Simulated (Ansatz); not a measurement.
Input:

Ca₃PbO:
```
CELL_PARAMETERS angstrom
      4.83687     0.00000     0.00000
      0.00000     4.83687     0.00000
      0.00000     0.00000     4.83687
ATOMIC_POSITIONS crystal
  O  0.50000 0.50000 0.50000
  Pb 0.00000 0.00000 0.00000
  Ca 0.00000 0.50000 0.50000
  Ca 0.50000 0.00000 0.50000
  Ca 0.50000 0.50000 0.00000
```

This is the r²SCAN-relaxed structure.

Problem. All from plane-wave PAW r²SCAN (Ansatz code), unless another level is named. Estimate the hole effective mass, band 1 of 3 at the edge.

Solution. 0.28 along [100], 0.28 along [110], 0.084 along [111] (mₑ).

Problem. What about the electron effective mass, band 2 of 2 at the edge?

Solution. 0.020 along [100], 0.026 along [110], 0.039 along [111] (mₑ).

Problem. Next, the valence-band maximum?

Solution. at Γ.

Space group Pm-3m (anti-perovskite). The workflow started from an entry of the Crystallography Open Database (COD). Its standing as an ambient phase is unchecked. Symmetry was held in the r²SCAN relaxation; its stability against distortions is not shown here. Spin–orbit coupling is left out wherever it is not named.

Potentials: the later of the program's two PAW sets.

Edges and masses are those of Kohn–Sham bands, whose gap is no quasiparticle gap.
